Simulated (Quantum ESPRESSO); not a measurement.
NMR parameters of Sr2HfSnO6

```xyz
10
Lattice="0.0000 4.1235 4.1235 4.1235 0.0000 4.1235 4.1235 4.1235 0.0000" Properties=species:S:1:pos:R:3 pbc="T T T"
Sr     2.0617     2.0617     2.0617
Sr     6.1852     6.1852     6.1852
Hf     0.0000     0.0000     0.0000
Sn     4.1235     4.1235     4.1235
O      2.0614     4.1235     4.1235
O      6.1856     4.1235     4.1235
O      4.1235     2.0614     4.1235
O      4.1235     6.1856     4.1235
O      4.1235     4.1235     2.0614
O      4.1235     4.1235     6.1856
```
The cell comes from the Materials Project (a computed structure). It is Sr2HfSnO6 in Fm-3m; whether this form has been observed was not checked. Stability against distortions was not tested. The run has no spin polarisation.

Computed: shieldings by PBE GIPAW on JTH datasets (Quantum ESPRESSO, modified build), 22.5 Ha, k-mesh 4×4×4 shifted, f-sum rule met within 0.002 %.

| site | site symmetry | σ_iso (ppm) |
|---|---|---|
| Sr (atoms 1, 2) | -43m | 2985 |
| Hf (atom 3) | m-3m | – |
| Sn (atom 4) | m-3m | 3007 |
| O (atoms 5, 6, 7, 8, 9, 10) | 4mm | 9 |

Shieldings of H and of elements past Ba are not listed.

Shieldings are absolute and leave out the bulk-susceptibility term; a larger σ means a smaller chemical shift. In our sweeps, cutoffs and meshes of this size left a few ppm, and up to some 20 ppm on atoms from Zn on. Spin–orbit coupling is left out; its weight grows with the heaviest atom, Hf here.
